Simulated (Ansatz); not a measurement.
A distorted cell of AlCo (CsCl type):

```
CELL_PARAMETERS angstrom
      2.85208     0.00000     0.00000
      0.00000     2.85208     0.00000
      0.00000     0.00000     2.85208
ATOMIC_POSITIONS crystal
  Al 0.00000 0.00000 0.00000
  Co 0.40416 0.50000 0.50000
```

These are PBE (plane waves to 420 eV, PAW, scalar-relativistic; Ansatz, a quantum-chemistry and plane-wave program) values and carry that method's errors. k mesh 13×13×13 (Γ-centred), Fermi-Dirac smearing 0.05 eV. The energy includes the smearing's −TS. Stress and pressure are positive under compression. With partly filled bands, energies and forces of such displacements shift with the k mesh and the smearing. AlCo is run without spin polarisation. AlCo was relaxed with its symmetry unable to fall.

Task: Predict the force on every atom, in eV/Å.

Result: 
```
atom      Fx     Fy     Fz
----  ------  -----  -----
Al1   -1.970  0.000  0.000
Co2    1.970  0.000  0.000
```

Task: What is the stress tensor (GPa)?

Result: 
```
    2.6      0.0      0.0
    0.0      6.9      0.0
    0.0      0.0      6.9
```
The pressure, a third of the trace, is 5.4 GPa.

Task: In it atom 2 sits (-0.273, 0.000, 0.000) Å away from its relaxed site. What is its energy relative to the relaxed cell?

Result: 270 meV/cell.

(For displaced atoms, the force is minus the slope of the energy, and its curvature is a force constant, which sets phonon frequencies.)
